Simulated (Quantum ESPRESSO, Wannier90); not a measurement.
# SrTiO₃ (cubic perovskite), plane waves to Wannier functions

```
CELL_PARAMETERS angstrom
      3.91270     0.00000     0.00000
      0.00000     3.91270     0.00000
      0.00000     0.00000     3.91270
ATOMIC_POSITIONS crystal
  Sr 0.00000 0.00000 0.00000
  Ti 0.50000 0.50000 0.50000
  O  0.50000 0.00000 0.50000
  O  0.00000 0.50000 0.50000
  O  0.50000 0.50000 0.00000
```

Structure: Materials Project mp-5229, symmetrised, not relaxed again. COD (Crystallography Open Database) records the formula in this space group. Ideal cubic forms of this type are often high-temperature phases that distort on cooling; symmetry holds the cell here, and its stability was not tested. Level: PBEsol, no spin polarisation, no spin-orbit coupling; pw.x of Quantum ESPRESSO at 68 Ry with PseudoDojo potentials, 4×4×4 k-points, Wannier90. Density: 8×8×8 mesh, cold smearing 0.01 Ry.

The lattice is scaled uniformly with fixed fractional positions, and at each scale an atom-like model (Ti d, O p; disentangled, num_iter = 0) is made. Listed is the largest hopping of each kind of orbital pair shown, with the distance of the two functions' centres at scale 1; the mesh was not varied.

```
scale  gap (eV)  modulus of t, O5 pz–Ti2 dz2 at 1.96 Å (eV)  modulus of t, O4 px–O3 py at 2.77 Å (eV)
-----  --------  ------------------------------------------  ----------------------------------------
0.970     2.005                                       2.736                                     0.474
0.985     1.925                                       2.590                                     0.459
1.000     1.844                                       2.452                                     0.444
1.015     1.764                                       2.322                                     0.429
1.030     1.679                                       2.200                                     0.415
```

With |t| ∝ d^(−η), find η for each hopping from the ends of the series, and the volume deformation potential of the gap at scale 1.


- O5 pz–Ti2 dz2 at 1.96 Å: η = −ln(2.200/2.736)/ln(1.030/0.970) = 3.6
- O4 px–O3 py at 2.77 Å: η = −ln(0.415/0.474)/ln(1.030/0.970) = 2.2
Harrison's rules would take η = 3.5, 2.0 for these pairs; they describe atomic orbitals, while these are orthogonalised and change shape with the volume.
Volume deformation potential of the gap: dE_g/d ln V = (1.764 − 1.925)/(3 ln(1.015/0.985)) = -1.8 eV.
